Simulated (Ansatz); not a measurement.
Total density of states per atom from DFT-r²SCAN in the program Ansatz with PAW potentials, in 0.25 eV bins, energy from the Fermi level:

(E (eV), states/eV/atom): (-7.85, 0.01); (-7.60, 0.07); (-7.35, 0.10); (-7.10, 0.14); (-6.85, 0.19); (-6.60, 0.26); (-6.35, 0.24); (-6.10, 0.22); (-5.85, 0.19); (-5.60, 0.15); (-5.35, 0.55); (-5.10, 0.66); (-4.85, 0.37); (-4.60, 0.05); (-4.35, 0.00); (-4.10, 0.00); (-3.85, 0.00); (-3.60, 0.00); (-3.35, 0.00); (-3.10, 0.02); (-2.85, 0.25); (-2.60, 0.59); (-2.35, 0.64); (-2.10, 0.61); (-1.85, 0.38); (-1.60, 0.36); (-1.35, 0.39); (-1.10, 0.44); (-0.85, 0.77); (-0.60, 1.76); (-0.35, 1.45); (-0.10, 1.25); (0.15, 0.47); (0.40, 0.24); (0.65, 0.19); (0.90, 0.41); (1.15, 0.56); (1.40, 0.64); (1.65, 0.66); (1.90, 0.66); (2.15, 1.92); (2.40, 1.50); (2.65, 0.81); (2.90, 1.23); (3.15, 2.20); (3.40, 1.50)

Task: Which of these materials gives this?
A) LiHS, Ama2 (Li on 4a, S on 4b, H on 4b)
B) NaH, rock salt
C) Sc3InB, anti-perovskite
D) SrCl2, fluorite

Result: C, Sc3InB, anti-perovskite. Within 0.5 eV of the Fermi level: Sc 3d 56 %, In 5p 23 %, B 2p 18 %. Projections are on Löwdin-orthogonalised atomic valence shells; empty p or d shells of many metals are not among them.

Space group Pm-3m (anti-perovskite). The workflow started from an entry of the Crystallography Open Database (COD). Whether it is the stable phase at ambient conditions was not checked. Symmetry was held in the r²SCAN relaxation; of distortions, only those at the zone centre were tested. No spin polarisation was allowed. Scalar-relativistic: spin–orbit coupling is off unless named, which matters more the heavier the elements.

Potentials: the later of the program's two PAW sets.
